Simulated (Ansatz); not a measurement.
# diamond against fcc along the alkali metals

Method: DFT, LDA (PW92), plane waves (420 eV) with PAW, scalar-relativistic (Ansatz). The PAW files were generated under PBE, with cores re-solved for the functional.

Each structure is relaxed within its symmetry, in the lowest magnetic state of the tried starts. Differences under about 8 meV lie within the error of the k-point mesh.

```tsv
element	E(diamond) − E(fcc) (meV/atom)	V(diamond) (Å³/atom)	V(fcc) (Å³/atom)	state of diamond	state of fcc
Li	?	?	?	?	?
Na	352	48.29	33.49	spin not included	spin not included
K	315	96.29	64.70	spin not included	spin not included
Rb	278	117.59	78.39	spin not included	spin not included
Cs	284	149.11	96.17	spin not included	spin not included
```

(1) Fill in the row of Li.

Results:

(1) E(diamond) − E(fcc) (meV/atom): 525; V(diamond) (Å³/atom): 23.25; V(fcc) (Å³/atom): 18.99; state of diamond: spin not included; state of fcc: spin not included.
